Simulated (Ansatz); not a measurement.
LaHg, DFT, LDA, all-electron LAPW, scalar-relativistic (Ansatz 0.2.0), run on 1 thread of Intel(R) Xeon(R) Platinum 8375C CPU @ 2.90GHz (Ice Lake) on a shared host.

The cell is COD entry 1523850, as deposited and not checked against the literature; nothing was relaxed. The listed cell was then made from it by scaling, straining or moving an atom.

Command: `ansatz run input.yaml --threads 1 --pin off --max-ram 3072MiB --backend cpu --events-out ev --progress --plain --runs-dir out`

```yaml
crystal:
  lattice:
    - [3.837, 0.0, 0.0]
    - [0.0, 3.837, 0.0]
    - [0.0, 0.0, 3.79863]
  atoms:
    - { symbol: La, position: [0.5, 0.5, 0.5] }
    - { symbol: Hg, position: [0.0, 0.0, 0.0] }
kpoints:
  mp_grid: { grid: [11, 11, 11] }
  band_path:
    path:
      - [0.0, 0.0, 0.0]
      - [0.0, 0.5, 0.0]
      - [0.5, 0.5, 0.0]
      - [0.0, 0.0, 0.0]
      - [0.0, 0.0, 0.5]
      - [0.0, 0.5, 0.5]
      - [0.5, 0.5, 0.5]
      - [0.0, 0.0, 0.5]
      - [0.0, 0.5, 0.0]
    npoints: 5
scf:
  occupations: { method: fermi_dirac, width: 0.08 }
hamiltonian:
  xc: lda
  pseudopotentials: { kind: all_electron, lapw: { basis_error: 0.001 } }
output:
  forces: true
  stress: true
  eigenvalues: true
```

Task: How large is the problem that the program sets up?

Result: 126 irreducible k-points, 251 plane waves at Γ, 38 bands.

Task: Estimate the wall time and the peak memory.

Result: 38 s of wall time for 10 SCF iterations, with a peak of 0.55 GiB. Times on shared machines scatter by tens of per cent.
